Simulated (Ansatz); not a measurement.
**Two states of RbVF3**

```
Rb F V
1.0
     4.14646    4.14646    0.00000
     0.00000    4.14646    4.14646
     4.14646    0.00000    4.14646
Rb F V
2 6 2
Cartesian
  0.0000 0.0000 0.0000
  4.1465 4.1465 4.1465
  2.0732 2.0732 4.1465
  2.0732 2.0732 0.0000
  0.0000 2.0732 2.0732
  4.1465 2.0732 2.0732
  2.0732 0.0000 2.0732
  2.0732 4.1465 2.0732
  2.0732 2.0732 2.0732
  6.2197 6.2197 6.2197
```

The numbers come from plane-wave PAW DFT (Ansatz): r2SCAN, 500 eV, 5×5×5 Γ-centred k points, fermi-dirac occupations (width 0.1 eV). Nothing was relaxed.

State A: V9 up, V10 up (collinear spin). State B: V9 up, V10 down (collinear spin).

Question: Which state is lower, and how do they differ?

Answer: State B is lower by 9.4 meV an atom at zero smearing.

```
state  free energy (meV/atom)  largest moment in a small sphere (μB)  net moment (μB/cell)  gap on mesh (eV)  pressure (GPa)  largest force (eV/Å)
    A                     9.4                                   2.26                  6.00              2.06             1.9                  0.00
    B                     0.0                                   2.25                  0.00              2.81             1.4                  0.00
```

Origin: a database entry at a rescaled volume. Caveats: an odd or shifted mesh can miss the band edges, so this level's true gap may be smaller.
